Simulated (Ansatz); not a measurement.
Sr₃SbN (anti-perovskite, space group No. 221), a = 5.186 Å, b = 5.186 Å, c = 5.186 Å, α = 90.00°, β = 90.00°, γ = 90.00°.

Relaxed with r²SCAN.

Q: Tabulate the valence density and the electron localisation function along the shortest Sr–N contact (2.59 Å), the program Ansatz at the r²SCAN level (PAW).

A: 

```csv
distance from Sr (Å),density (e/Å³),ELF
0.26,2.13,0.20
0.39,2.70,0.57
0.52,2.69,0.79
0.65,2.16,0.85
0.78,1.46,0.84
0.91,0.87,0.74
1.04,0.50,0.43
1.17,0.31,0.16
1.30,0.25,0.11
1.43,0.27,0.22
1.56,0.36,0.49
1.69,0.53,0.71
1.81,0.83,0.80
1.94,1.32,0.82
2.07,2.07,0.78
2.20,2.90,0.62
2.33,3.40,0.33
```

The density is the valence pseudo-density with augmentation charge, so density and ELF within about 1 Å of a nucleus are not all-electron values.

Space group Pm-3m (anti-perovskite). The first step of the workflow began from a Materials Project structure, measured or hypothetical; the Crystallography Open Database copy checked does not list it. Its standing as an ambient phase is unchecked. The cell was relaxed with r²SCAN under the symmetry of its start; its stability against distortions is not shown here. Spin–orbit coupling is left out wherever it is not named.

Potentials: the later of the program's two PAW sets.
